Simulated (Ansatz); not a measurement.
Values for one crystal, relaxed and computed with DFT-r²SCAN in the program Ansatz with PAW potentials; other levels are named.

- Volume per atom: 15.93 Å³
- Electronic character: metallic (no gap)
- Gap with spin–orbit coupling: none (metallic)
- Bulk modulus (Birch–Murnaghan fit): 249 GPa
- Mechanical stability: unstable (C has a negative eigenvalue)
- Density of states at the Fermi level: 1.4 states/eV per atom (mean over ±0.08 eV)
- Elastic constants (relaxed ions, GPa): C11 = 319, C12 = 267, C13 = 131, C33 = 558, C44 = -48.1

### Question
Pick the material that matches.
(A) Na, C2/m (Na on 2a, Na on 4i)
(B) Zr, P6/mmm (Zr on 1a, Zr on 2d)
(C) Mo, P6/mmm (Mo on 1a, Mo on 2d)
(D) Sr, hcp (Mg type)

### Answer
C, Mo, P6/mmm (Mo on 1a, Mo on 2d)

The start of the workflow was typed in or built on a structure type; neither database checked (COD, Materials Project) lists it. It is not the phase usual at ambient conditions (space group No. 229). Symmetry was held in the r²SCAN relaxation. The run is not spin-polarised. As this level gives no gap, shear constants depend on the k-mesh and smearing (Fermi–Dirac, 0.1 eV here). Scalar-relativistic: spin–orbit coupling is off unless named, which matters more the heavier the elements.

Potentials: the earlier of the program's two PAW sets.
